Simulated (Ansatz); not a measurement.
Values for one crystal, relaxed and computed with PBEsol in the plane-wave PAW code Ansatz; other levels are named.

* **Volume per atom**: 13.66 Å³
* **Electronic character**: metallic (no gap)
* **Hill bulk and shear moduli**: 228 and 99.3 GPa
* **Formation energy from the elements (no fitted shifts)**: -0.86 eV/atom
* **Pressure derivative B′**: 5.0
* **Gap with spin–orbit coupling**: none (metallic)
* **Mechanical stability**: stable (all eigenvalues of C positive)

Task: Which compound is it?
A. ZnSe, P4_2/mmc (Zn on 2c, Se on 2e)
B. Si2Rh3, La2O3 or Ni2Al3 type
C. MnO, Cmc2_1 (Mn on 4a, O on 4a)
D. CsHgCl3, cubic perovskite

Result: B, Si2Rh3, La2O3 or Ni2Al3 type

Space group P-3m1 (La2O3 or Ni2Al3 type). The workflow started from a Materials Project entry (that database holds measured and hypothetical structures alike); the Crystallography Open Database copy checked does not list it. Its standing as an ambient phase is unchecked. Symmetry was held in the PBEsol relaxation; its stability against distortions is not shown here. No spin polarisation was allowed. As this level gives no gap, shear constants depend on the k-mesh and smearing (Fermi–Dirac, 0.1 eV here). The references are the lowest solids computed at this level, not always the standard phases. Spin–orbit coupling is left out wherever it is not named.

Potentials: the later of the program's two PAW sets.
